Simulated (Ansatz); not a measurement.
AlO:
```cif
data_Al4O4
_chemical_formula_sum 'Al4 O4'
_space_group_name_H-M_alt 'P63/mmc'
_space_group_IT_number 194
_space_group_name_Hall '-P 6c 2c'
_cell_length_a 2.94750
_cell_length_b 2.94750
_cell_length_c 12.84636
_cell_angle_alpha 90.000
_cell_angle_beta 90.000
_cell_angle_gamma 120.000
loop_
_atom_site_label
_atom_site_type_symbol
_atom_site_symmetry_multiplicity
_atom_site_Wyckoff_symbol
_atom_site_fract_x
_atom_site_fract_y
_atom_site_fract_z
_atom_site_occupancy
Al1 Al 4 f 0.33333 0.66667 0.14842 1
O1 O 4 f 0.66667 0.33333 0.09891 1
```

Relaxed with r²SCAN+D4. Plane-wave PAW r²SCAN+D4 (Ansatz code) gives a gap of 1.26 eV.

**Question.** What gap does HSE06 give on the same cell (Ansatz, PAW)?

**Answer.** 1.62 eV, 0.36 eV more. The hybrid was solved on a coarser mesh and at special points; the gap given is the minimum over both.

| k | v1 r²SCAN+D4 | c1 r²SCAN+D4 | v1 HSE06 | c1 HSE06 |
|---|---|---|---|---|
| Γ | -1.95 | 1.90 | ? | ? |
| A | -2.58 | 2.48 | ? | ? |
| K | 0.00 | 1.52 | ? | ? |
| H | 0.00 | 1.59 | ? | ? |
| M | -0.84 | 1.26 | -0.89 | 1.62 |
| L | -0.93 | 1.47 | -0.99 | 1.84 |

**Question.** Top valence (v1) and lowest conduction level (c1) in eV from each method's valence maximum (which need not be a listed point): supply the withheld HSE06 values.

**Answer.** 
- K, v1 HSE06: 0.00
- K, c1 HSE06: 1.96
- A, v1 HSE06: -2.92
- A, c1 HSE06: 2.85
- Γ, v1 HSE06: -2.30
- Γ, c1 HSE06: 2.27
- H, v1 HSE06: 0.00
- H, c1 HSE06: 2.03

Cost on shared cores: the r²SCAN+D4 run (SCF on a 11×11×3 mesh, then bands and DOS) roughly 60 core-seconds, the HSE06 run (SCF on 6×6×2, then a few points) very roughly 2.0 core-minutes; the tasks are unlike.

Space group P6_3/mmc. A made-up cell: these elements were put on the sites of a structure type; neither database checked (COD, Materials Project) lists it. Its standing as an ambient phase is unchecked. Symmetry was held in the r²SCAN+D4 relaxation; its stability against distortions is not shown here.

Potentials: the earlier of the program's two PAW sets. The files were generated under PBE; for other functionals the program regenerates the frozen cores, and for LDA and PBEsol the local potential too.
